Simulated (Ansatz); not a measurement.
Consider the following.

CaO:
```
CELL_PARAMETERS angstrom
      0.00000     2.58984     2.58984
      2.58984     0.00000     2.58984
      2.58984     2.58984     0.00000
ATOMIC_POSITIONS crystal
  Ca 0.00000 0.00000 0.00000
  O  0.25000 0.25000 0.25000
```

This is the PBEsol-relaxed structure. Tensor components refer to the Cartesian frame of this cell.

**Question.** All from the program Ansatz at the PBEsol level (PAW), unless another level is named. Give the highest zone-centre frequency (without LO–TO term).

**Answer.** 381 cm⁻¹.

**Question.** And the Poisson's ratio?

**Answer.** 0.39.

**Question.** Predict the piezoelectric stress constants (proper, relaxed ions, C/m²).

**Answer.** e14 = e25 = e36 = 0.44.

Space group F-43m (zinc blende). The start of the workflow was typed in or built on a structure type; neither database checked (COD, Materials Project) lists it. It is not the phase usual at ambient conditions (space group No. 225). Symmetry was held in the PBEsol relaxation; phonons on a q-mesh show no instability.

Potentials: the later of the program's two PAW sets.
